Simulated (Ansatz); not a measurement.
A geometry of ZrO2 away from equilibrium: step 3 of the relaxation of a relaxed ZrO2 cell, doubled along one cell vector, shaken by Gaussian noise of σ = 0.08 Å a coordinate. Computed with PBE (plane waves to 420 eV, PAW, scalar-relativistic; Ansatz, a program for electronic structure). Γ-centred k-mesh 7×4×6 on the run's cell (coarser than for final values), Fermi–Dirac smearing 0.05 eV. The plane waves were selected for a different cell earlier on the path.

```
ZrO2
1.0
    3.21071     0.00523     0.00896
    0.01045     6.38806    -0.03244
    0.01121    -0.02029     3.90052
O Zr
4 2
Direct
  0.50775   0.25683   0.99342
  0.48477   0.74959   0.99323
  0.93663   0.97797   0.47966
  0.04617   0.47519   0.48760
  0.03703   0.01650   0.97568
  0.96350   0.51676   0.99646
```

**Question.** Give the Cartesian forces on all atoms (eV/Å).

**Answer.** 
```
atom     Fx     Fy     Fz
----  -----  -----  -----
O1     0.05  -0.69  -0.25
O2    -0.22   0.04  -0.23
O3    -0.12  -0.05   0.14
O4     0.11  -0.07   0.30
Zr5    0.66   0.50   0.11
Zr6   -0.49   0.27  -0.08
```

The path ends in P2₁ (No. 4) at a tolerance of 0.01 Å, Pmc2₁ (No. 26) at 0.1 Å. No spin polarisation in the result.

The end of the path is a generated cell of ZrO2: the first start was made by a random draw of sites in a space group, and the end was not matched to a known phase here, so it may be hypothetical. Known forms of ZrO2 include space group No. 14, 137, 225.
